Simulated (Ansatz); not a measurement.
Ansatz (a program for electronic structure) input:

Ansatz 0.2 input:
```yaml
crystal:
  lattice:
    - [3.8628897815, 2.5300262406, 0.0]
    - [-3.8628897815, 2.5300262406, 0.0]
    - [-0.5583450731, 0.0, 7.1952592769]
  atoms:
    - { symbol: Sr, position: [0.0, 0.0, 0.5] }
    - { symbol: Ge, position: [0.0, 0.0, 0.0] }
    - { symbol: P, position: [0.6300197611, 0.3699802389, 0.7905785351] }
    - { symbol: P, position: [0.3699802389, 0.6300197611, 0.2094214649] }
    - { symbol: O, position: [0.7650815201, 0.2349184799, 0.9558462684] }
    - { symbol: O, position: [0.2349184799, 0.7650815201, 0.0441537316] }
    - { symbol: O, position: [0.6916187543, 0.3083812457, 0.5979477541] }
    - { symbol: O, position: [0.3083812457, 0.6916187543, 0.4020522459] }
    - { symbol: O, position: [0.7638290589, 0.734612141, 0.8093775673] }
    - { symbol: O, position: [0.2361709411, 0.265387859, 0.1906224327] }
    - { symbol: O, position: [0.734612141, 0.7638290589, 0.1906224327] }
    - { symbol: O, position: [0.265387859, 0.2361709411, 0.8093775673] }
kpoints:
  mp_grid: { grid: [7, 7, 4] }
hamiltonian:
  xc: lda
  pseudopotentials: { kind: paw }
scf:
  occupations: { method: fixed }
phonons:
  method: dfpt
  response_accuracy: low
  eigenvectors: true
  rigid_motions: translations
  dielectric: true
```

Output (shortened):

```
Pseudopotential: Sr, paw, valence charge 10
Pseudopotential: Ge, paw, valence charge 14
Pseudopotential: P, paw, valence charge 5
Pseudopotential: O, paw, valence charge 6
Functional definition: SPW92
Crystal: 12 atoms, lattice volume = 140.642 Å³
Basis set: ecut = 420 eV, 2749 PW (Γ), exchange–correlation on 64×64×100 points (8 copies of the dense FFT grid, shifted against one another)
Bands: 53, of which v1, the nominal top of the filled ones, is band 41 counted from 1 (40 counted from 0)
Symmetry: 4 space group operations
k-points: 99 of 196 (irreducible under 1 space group operation, time reversal used)
SCF iter   1: F=—  HF=-13563.153728 eV  |F-HF|=—  |Δ(HF+E_count)|=         —  Δρ=1.44e-2  dr2=2.45e-1  ethr=1.77e-3  ⟨swp⟩=7.1  Hψ=22880  notcnv=0  defer=962
preconditioner: auto → Resta (q_TF=auto, 2.494 Å⁻¹)
SCF iter   2: F=—  HF=-13563.081926 eV  |F-HF|=—  |Δ(HF+E_count)|=   7.18e-2  Δρ=3.77e-3  dr2=9.74e-3  ethr=2.98e-4  ⟨swp⟩=3.0  Hψ=8628  notcnv=0  defer=988
SCF iter   3: F=—  HF=-13563.079715 eV  |F-HF|=—  |Δ(HF+E_count)|=   2.21e-3  Δρ=1.83e-3  dr2=3.16e-3  ethr=1.19e-5  ⟨swp⟩=3.1  Hψ=8830  notcnv=0  defer=990
SCF iter   4: F=—  HF=-13563.078976 eV  |F-HF|=—  |Δ(HF+E_count)|=   7.39e-4  Δρ=6.88e-4  dr2=5.18e-4  ethr=3.85e-6  ⟨swp⟩=2.9  Hψ=7278  notcnv=0  defer=990
SCF iter   5: F=—  HF=-13563.078854 eV  |F-HF|=—  |Δ(HF+E_count)|=   1.22e-4  Δρ=1.53e-4  dr2=2.96e-5  ethr=6.31e-7  ⟨swp⟩=2.0  Hψ=8759  notcnv=0  defer=987
SCF iter   6: F=—  HF=-13563.078862 eV  |F-HF|=—  |Δ(HF+E_count)|=   7.82e-6  Δρ=6.28e-5  dr2=4.86e-6  ethr=3.60e-8  ⟨swp⟩=2.0  Hψ=8704  notcnv=0  defer=969
SCF iter   7: F=—  HF=-13563.078861 eV  |F-HF|=—  |Δ(HF+E_count)|=   1.16e-6  Δρ=2.23e-5  dr2=7.43e-7  ethr=5.93e-9  ⟨swp⟩=2.0  Hψ=9299  notcnv=0  defer=956
SCF iter   8: F=—  HF=-13563.078861 eV  |F-HF|=—  |Δ(HF+E_count)|=   3.62e-7  Δρ=5.26e-6  dr2=4.86e-8  ethr=9.06e-10  ⟨swp⟩=2.0  Hψ=7486  notcnv=0  defer=953
SCF iter  10: F=-13563.078861 eV  HF=-13563.078861 eV  |F-HF|=1.46e-11  |Δ(HF+E_count)|=  8.60e-10  Δρ=1.83e-7  dr2=3.61e-11  ethr=1.00e-12  ⟨swp⟩=24.0  Hψ=52790  notcnv=0
SCF 1 converged in 10 iterations: F = -13563.078861 eV  dr2 = 3.61e-11
NSCF: frozen V_eff on 9 k-points
DFPT response loops at Γ: preconditioner auto → Resta (q_TF=auto, 2.494 Å⁻¹)  ε∞=3.6 (no band partly filled) …
SCF converged after 10 iterations
Free energy (F): -13563.078861 eV
Harris-Foulkes:  -13563.078861 eV  (|F-HF|=1.46e-11)
Internal energy: -13563.078861 eV  (E = F + TS)
E sigma→0 (E₀):  -13563.078861 eV
Fermi energy:    5.752904 eV
--- Per-component energies (eV) ---
  E_band       = -382.033928
  E_kinetic    = 1935.172755
  E_local      = -7278.483682  (includes V_loc(G=0)·N_el)
  E_nonlocal   = 1101.575671
  E_hartree    = 2827.670774
  E_xc         = -955.081331
  E_vxc        = -1102.949793  (∫ρ·V_xc dr)
  E_paw        = -6810.053146  (= ΣΔE_a)
  E_vpaw       = -692.710901  (= ΣTr[D̂ρ^β])
  E_aug_tail   = 0.020505  (compensation charges beyond the density's cutoff)
  E_ewald      = -4387.112944
  E_core_change = 3.212537  (= ΣΔE_core)
  E_smearing   =  0.000000  (= −TS)
  E_closure    =  0.000000  (closes the sum)
  Σ components = -13563.078861   (vs F -13563.078861, Δ=0.00e0)
  [band-id]    e_kinetic+e_local+e_nonlocal+2·e_hartree+e_vxc+e_vpaw+e_augmentation_tail = -382.033896   (vs E_band -382.033928, Δ=3.29e-5)
--- Band table (eV; the first three rows and the last of 99) ---
  k-point 0: bands = ["-26.0018", "-18.4007", "-18.3567", "-18.1111", "-18.0937", "-18.0755", "-15.3608", "-14.6510", "-12.3349", "-12.1706", "-12.0475", "-11.7599", "-11.5595", "-11.4728", "-8.1069", "-8.0429", "-8.0327", "-5.4814", "-3.2463", "-1.5966", …
  k-point 1: bands = ["-26.0017", "-18.4009", "-18.3567", "-18.1112", "-18.0938", "-18.0755", "-15.3728", "-14.6385", "-12.3180", "-12.1558", "-12.0174", "-11.7827", "-11.5746", "-11.5049", "-8.1079", "-8.0368", "-8.0317", "-5.4421", "-3.3401", "-1.6172", …
  k-point 2: bands = ["-26.0017", "-18.4010", "-18.3568", "-18.1113", "-18.0938", "-18.0755", "-15.3843", "-14.6265", "-12.2996", "-12.1396", "-11.9839", "-11.8070", "-11.5882", "-11.5434", "-8.1090", "-8.0407", "-8.0205", "-5.4004", "-3.4333", "-1.6370", …
  k-point 98: bands = ["-25.9972", "-18.4088", "-18.3642", "-18.1116", "-18.0943", "-18.0743", "-14.8888", "-14.4240", "-13.1811", "-12.3528", "-12.2803", "-11.8790", "-11.5290", "-11.5013", "-8.0954", "-8.0642", "-7.9380", "-4.3341", "-2.3758", "-2.0670", …
--- Phonons (Γ-DFPT): 18 representative perturbations + reference, on 99 of 196 k-points (Σ response iterations 61) ---
  ASR residual: 3.683e-4 → 0.000e0 eV/Å²; symmetrization residual: 8.908e-5 eV/Å²
  ASR residual per site (eV/Å²): 3.68e-4 2.28e-4 1.65e-4 1.65e-4 1.63e-4 1.63e-4 1.27e-4 1.27e-4 1.62e-4 1.62e-4 1.62e-4 1.62e-4
  Γ frequencies (cm⁻¹): 0.00 0.00 0.00 43.11 99.71 132.86 160.38 179.35 189.72 218.67 233.35 235.17 252.51 297.59 304.73 308.66 395.03 409.85 445.41 445.66 478.82 497.80 524.08 527.10 550.59 568.83 662.48 663.76 930.40 958.17 976.96 982.86 1035.22 1060.32 1130.00 1202.89
  ε∞ (high-frequency dielectric tensor):
        2.982598     0.000000    -0.040357
        0.000000     3.055231     0.000000
       -0.040357     0.000000     3.035406
  ε⁰ (static dielectric tensor: ions relaxed, cell fixed):
        8.208439     0.000000     0.078223
        0.000000    28.572509     0.000000
        0.078223     0.000000     6.880396
  ε⁰ − ε∞ (ionic part):
        5.225842     0.000000     0.118579
        0.000000    25.517278     0.000000
        0.118579     0.000000     3.844990
  softest optical mode at Γ: 43.11 cm⁻¹; the repairs (sum rule, projections) moved no ω² at Γ by more than (7.74 cm⁻¹)²
  Born effective charges Z* (e; rows j = field, columns β = displacement):
    site 0:
         2.42802    0.00000    0.02675
         0.00000    2.45809    0.00000
        -0.27150    0.00000    2.99469
    site 1:
         4.39949    0.00000   -0.63720
         0.00000    4.48578    0.00000
         0.51263    0.00000    3.83076
    site 2:
         3.50923    0.00000    0.49382
         0.00000    3.89241    0.00000
        -0.32685    0.00000    3.41091
    site 3:
         3.50923    0.00000    0.49382
         0.00000    3.89241    0.00000
        -0.32685    0.00000    3.41091
    site 4:
        -2.36348    0.00000   -0.92078
         0.00000   -1.12968    0.00000
        -0.64085    0.00000   -1.62671
    site 5:
        -2.36348    0.00000   -0.92078
         0.00000   -1.12968    0.00000
        -0.64085    0.00000   -1.62671
    site 6:
        -1.61817    0.00000    0.32704
         0.00000   -1.30718    0.00000
         0.48037    0.00000   -2.00379
    site 7:
        -1.61817    0.00000    0.32704
         0.00000   -1.30718    0.00000
         0.48037    0.00000   -2.00379
    site 8:
        -1.47067    0.74826    0.20257
         0.76961   -2.46374   -0.32625
         0.18338   -0.33996   -1.59657
    site 9:
        -1.47067    0.74826    0.20257
         0.76961   -2.46374   -0.32625
         0.18338   -0.33996   -1.59657
    site 10:
        -1.47067   -0.74826    0.20257
        -0.76961   -2.46374    0.32625
         0.18338    0.33996   -1.59657
    site 11:
        -1.47067   -0.74826    0.20257
        -0.76961   -2.46374    0.32625
         0.18338    0.33996   -1.59657
  Z* charge neutrality: 2.163e-5 e pre-enforcement
  k-mesh period / interband length: 28.9 Å / 1.10 Å = 26.24 at k = (0.0000, 0.0000, 0.0000), direct gap 4.797 eV — 14 or more, which is no proof of convergence
  optical modes at Γ without the LO–TO term, one row a degenerate level:
      ω (cm⁻¹)  modes    IR ((D/Å)²/amu)
         43.11      1             2.5451
         99.71      1             1.0904
        132.86      1             0.0000
        160.38      1             0.5277
        179.35      1             5.1034
        189.72      1             0.0000
        218.67      1             0.0000
        233.35      1             0.0000
        235.17      1             2.9346
        252.51      1             1.3550
        297.59      1            18.1721
        304.73      1             0.0000
        308.66      1            10.2621
        395.03      1             0.0000
        409.85      1             0.5103
        445.41      1             0.0000
        445.66      1             8.4745
        478.82      1             1.3005
        497.80      1             0.0000
        524.08      1             7.7033
        527.10      1             0.0000
        550.59      1             0.0000
        568.83      1             0.5875
        662.48      1             9.6458
        663.76      1             0.0000
        930.40      1             0.0000
        958.17      1            53.7160
        976.96      1             0.0000
        982.86      1            15.3431
       1035.22      1             0.0000
       1060.32      1            31.2526
       1130.00      1            37.8169
       1202.89      1             0.0000
  optical modes at Γ + LO–TO along q̂ = [1.0000, 0.0000, 0.0000]:
      ω (cm⁻¹)  modes    IR ((D/Å)²/amu)
         43.11      1             2.5451
        110.73      1             0.1877
        132.86      1             0.0000
        160.38      1             0.5277
        181.96      1             5.1360
        189.72      1             0.0000
        218.67      1             0.0000
        233.35      1             0.0000
        245.48      1             0.3962
        252.51      1             1.3550
        297.59      1            18.1721
        304.73      1             0.0000
        357.53      1             5.9462
        395.03      1             0.0000
        409.98      1             0.6574
        445.41      1             0.0000
        454.32      1             6.8151
        478.82      1             1.3005
        497.80      1             0.0000
        527.10      1             0.0000
        550.59      1             0.0000
        560.92      1             7.6823
        568.83      1             0.5875
        662.83      1             9.6453
        663.76      1             0.0000
        930.40      1             0.0000
        958.17      1            53.7160
        976.96      1             0.0000
        999.84      1             3.7114
       1035.22      1             0.0000
       1125.49      1            37.2365
       1167.03      1            52.7229
       1202.89      1             0.0000
  optical modes at Γ + LO–TO along q̂ = [0.0000, 1.0000, 0.0000]:
      ω (cm⁻¹)  modes    IR ((D/Å)²/amu)
         81.01      1             0.3393
         99.71      1             1.0904
        132.86      1             0.0000
        163.65      1             0.0843
        179.35      1             5.1034
        189.72      1             0.0000
        218.67      1             0.0000
        233.35      1             0.0000
        235.17      1             2.9346
        255.19      1             0.0529
        304.73      1             0.0000
        308.66      1            10.2621
        395.03      1             0.0000
        398.19      1             9.2911
        409.85      1             0.5103
        445.41      1             0.0000
        445.66      1             8.4745
        488.10      1             2.3511
        497.80      1             0.0000
        524.08      1             7.7033
        527.10      1             0.0000
        550.59      1             0.0000
        571.57      1             0.6681
        662.48      1             9.6458
        663.76      1             0.0000
        930.40      1             0.0000
        976.96      1             0.0000
        982.86      1            15.3431
       1035.22      1             0.0000
       1060.32      1            31.2526
       1103.20      1            65.4170
       1130.00      1            37.8169
       1202.89      1             0.0000
  optical modes at Γ + LO–TO along q̂ = [0.0000, 0.0000, 1.0000]:
      ω (cm⁻¹)  modes    IR ((D/Å)²/amu)
         43.11      1             2.5451
         99.72      1             1.0878
        132.86      1             0.0000
        160.38      1             0.5277
        189.72      1             0.0000
        211.64      1             3.2574
        218.67      1             0.0000
        233.35      1             0.0000
        240.46      1             1.5805
        252.51      1             1.3550
        297.59      1            18.1721
        304.73      1             0.0000
        316.55      1            10.1055
        395.03      1             0.0000
        411.20      1             0.2553
        445.41      1             0.0000
        474.77      1             5.9431
        478.82      1             1.3005
        497.80      1             0.0000
        525.59      1             7.2756
        527.10      1             0.0000
        550.59      1             0.0000
        568.83      1             0.5875
        663.76      1             0.0000
        696.16      1             8.5092
        930.40      1             0.0000
        958.17      1            53.7160
        976.96      1             0.0000
        984.80      1            14.9113
       1035.22      1             0.0000
       1060.42      1            31.6566
       1202.89      1             0.0000
       1218.00      1            45.5548
```

Cost: around 50 core-minutes (rough) on shared cores.

Space group C2/m. The workflow started from a Materials Project entry (that database holds measured and hypothetical structures alike); the Crystallography Open Database files this formula in space group No. 12, but the cells were not matched. Whether it is the stable phase at ambient conditions was not checked. Symmetry was held in the LDA relaxation; of distortions, only those at the zone centre were tested. Scalar-relativistic: spin–orbit coupling is off unless named, which matters more the heavier the elements.

Potentials: the later of the program's two PAW sets.

Ansatz is a plane-wave DFT program.
